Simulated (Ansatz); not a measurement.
# Cost of a DFT run on MnAs

```yaml
crystal:
  lattice:
    - [3.71, 0.0, 0.0]
    - [-1.855, 3.212954248, 0.0]
    - [0.0, 0.0, 5.691]
  atoms:
    - { symbol: Mn, position: [0.0, 0.0, 0.0], spin: 4.0 }
    - { symbol: Mn, position: [0.0, 0.0, 0.5], spin: 4.0 }
    - { symbol: As, position: [0.3333333333, 0.6666666667, 0.25] }
    - { symbol: As, position: [0.6666666667, 0.3333333333, 0.75] }
magnetization:
  spin_polarized: true
kpoints:
  mp_grid: { grid: [10, 10, 6] }
scf:
  occupations: { method: fermi_dirac, width: 0.05 }
hamiltonian:
  xc: pbe
  pseudopotentials: { kind: paw }
output:
  forces: true
  stress: true
  populations: true
  efg:
    quadrupole_moments_barn: { Mn: 0.33, As: 0.311 }
    contact_densities: true
relax:
  f_tol: 0.02
  max_steps: 60
```

```sh
ansatz run input.yaml --threads 1 --pin off --max-ram 3072MiB --backend cpu --events-out ev --progress --plain --runs-dir out
```

It runs on 1 thread of Arm Neoverse V2 (aarch64; 28 cores open to the job, memory cap 3.0 GiB, no GPU), a shared host with a load of 0.8 a core.

(1) How much time and memory should be set aside?

Answers

(1) About 30 s of wall time (30 s of CPU time) and 0.56 GiB. The run holds 60 valence electrons in 41 bands, about 1339 plane waves a k-point and 56 irreducible k-points, and took 13 SCF iterations, over 1 ionic steps. Times on a shared host vary by tens of per cent.
